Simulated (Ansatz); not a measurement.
Space group I4/mmm (No. 139). a = 3.701 Å, b = 3.701 Å, c = 15.168 Å, α = 90.00°, β = 90.00°, γ = 90.00°
| atom | site | symmetry | x | y | z |
| --- | --- | --- | --- | --- | --- |
| Cs | 2a | 4/mmm | 0.0000 | 0.0000 | 0.0000 |
| Fe | 4d | -4m2 | 0.0000 | 0.5000 | 0.2500 |
| As | 4e | 4mm | 0.5000 | 0.5000 | 0.1587 |

Equation of state of this CsFe2As2 structure (not necessarily the ground state), with shape and atoms relaxed at each volume where symmetry leaves them free. It has no gap at any of these volumes. Theory: DFT PBEsol, scalar-relativistic, plane waves, PAW (Ansatz).

Plane waves to 420 eV, a k mesh through Γ of 14×14×14 on the computed 5-atom cell and Gaussian smearing (0.10 eV); collinear spin.

```tsv
V (Å³/atom)	E − E(largest V) (meV/atom)	P (GPa)
19.525	3.02	3.76
20.148	-7.49	1.70
20.771	-10.70	-0.01
21.394	-7.85	-1.41
22.017	0.00	-2.56
```

Q: Fit a third-order Birch–Murnaghan equation to E(V).

A: V0 = 20.77 Å³/atom, B0 = 52 GPa, B0' = 5.3.

Spin-orbit coupling is left out, which matters for the bands of heavy elements. Only parallel moments were tried here.